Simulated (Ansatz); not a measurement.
SiSe2:
```
CELL_PARAMETERS angstrom
      6.20778     0.00000     0.00000
      0.00000     6.20778     0.00000
      0.00000     0.00000     6.20778
ATOMIC_POSITIONS crystal
  Si 0.00000 0.00000 0.00000
  Si 0.50000 0.50000 0.00000
  Si 0.00000 0.50000 0.50000
  Si 0.50000 0.00000 0.50000
  Se 0.35047 0.35047 0.35047
  Se 0.85047 0.14953 0.64953
  Se 0.64953 0.85047 0.14953
  Se 0.14953 0.64953 0.85047
  Se 0.64953 0.64953 0.64953
  Se 0.14953 0.85047 0.35047
  Se 0.35047 0.14953 0.85047
  Se 0.85047 0.35047 0.14953
```

Relaxed with PBE. Special points in fractions of this cell's reciprocal vectors: Γ (0.000, 0.000, 0.000); X (0.000, 0.500, 0.000); M (0.500, 0.500, 0.000); R (0.500, 0.500, 0.500); X1 (0.500, 0.000, 0.000).

Problem. List the band energies nearest the Fermi level at these points for DFT-PBE in the program Ansatz with PAW potentials.

Solution. In eV from the Fermi level; about four levels below and three above (degenerate sets whole), none deeper than 8.9 eV; points with the same levels are listed once.

```csv
k,below,above
Γ,-2.02 -1.45 -1.45 -0.71,0.23 0.23 0.23
X,-0.97 -0.97 -0.23 -0.23,0.25 0.25 0.91 0.91
M,-0.77 -0.77 -0.77 -0.77,0.54 0.54 0.54 0.54
R,-1.86 -1.86 -1.86 -1.86,1.18 1.18 1.18 1.18
```

Space group Pa-3. The cell is a constructed one: a structure type filled with these elements; neither database checked (COD, Materials Project) lists it. COD files the formula under space group No. 72, so this cell is another polymorph or a model. Whether it is the stable phase at ambient conditions was not checked. The cell was relaxed with PBE under the symmetry of its start; its stability against distortions is not shown here. Spin–orbit coupling is left out wherever it is not named.

Potentials: the later of the program's two PAW sets.
